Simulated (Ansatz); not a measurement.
Pt:
```xyz
1
Lattice="0.0000 1.9701 1.9701 1.9701 0.0000 1.9701 1.9701 1.9701 0.0000" Properties=species:S:1:pos:R:3 pbc="T T T"
Pt     0.0000     0.0000     0.0000
```

Relaxed with r²SCAN. Special points in fractions of this cell's reciprocal vectors: Γ (0.000, 0.000, 0.000); X (0.500, 0.000, 0.500); U (0.625, 0.250, 0.625); K (0.375, 0.375, 0.750); L (0.500, 0.500, 0.500); W (0.500, 0.250, 0.750).

**Question.** List the band energies nearest the Fermi level at these points for DFT-r²SCAN with spin–orbit coupling in the program Ansatz with PAW potentials.

**Answer.** In eV from the Fermi level; about four levels below and three above (degenerate sets whole), none deeper than 8.9 eV; … stands for higher levels left out; points with the same levels are listed once.

```json
[
 {"k": "Γ", "below": "-1.62 -1.62 -1.62 -1.62", "above": "…"},
 {"k": "X", "below": "-6.89 -6.89 -0.33 -0.33", "above": "0.06 0.06 1.02 1.02"},
 {"k": "U", "below": "-1.48 -1.48 -0.12 -0.12", "above": "5.87 5.87 …"},
 {"k": "L", "below": "-0.48 -0.48 -0.36 -0.36", "above": "0.29 0.29 …"},
 {"k": "W", "below": "-4.67 -4.67 -2.05 -2.05", "above": "0.47 0.47 7.35 7.35"}
]
```

Space group Fm-3m (fcc (Cu type)). The r²SCAN relaxation kept the symmetry of its start. The run is not spin-polarised.

Potentials: the later of the program's two PAW sets.
